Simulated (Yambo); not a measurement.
G0W0@LDA for GaAs (zinc blende, space group F-43m, No. 216) in Yambo. Reference settings: 4×4×4 Γ-centred k mesh, 111 bands and a 10 Ry block in the screening, 111 bands in G with the Bruneval-Gonze terminator, plasmon pole fitted at 27.2 eV. The LDA gap Γ → Γ on this mesh is 0.49 eV; G0W0 gaps are taken between the same points.

| change from the reference | G0W0 gap Γ → Γ (eV) | shift of the valence edge (eV) |
|---|---|---|
| reference settings | 1.33 | -0.67 |
| 61 bands in W, 61 bands in G, 6 Ry block | 1.37 | -0.50 |
| 43 bands in W, 43 bands in G | 1.41 | -0.43 |
| exchange cut at 5 Ry | 2.30 | 0.31 |
| no terminator | 1.31 | -0.58 |
| 43 bands in W, 43 bands in G, 4 Ry block | 1.40 | -0.36 |
| 28 bands in W, 28 bands in G, 6 Ry block | ___ | -0.20 |
| 86 bands in W, 86 bands in G, 4 Ry block | 1.34 | -0.50 |

### Question
Estimate the withheld gaps from the other rows; the computed values follow.

### Answer

- 28 bands in W, 28 bands in G, 6 Ry block, G0W0 gap Γ → Γ (eV): 1.45

The reference isn't shown to be the converged limit.

The standard potentials for As, Ga keep a d shell in the valence without the s and p states of that shell. In tests on such compounds this moved G0W0 gaps by up to about 0.9 eV, so absolute quasiparticle energies here are unreliable; differences between settings are what counts.

Spin-orbit coupling is not included.

Geometry relaxed with LDA; primitive cell a = b = c = 3.960 Å, α = β = γ = 60.00°.

A shift is the quasiparticle energy of the state minus its LDA energy.
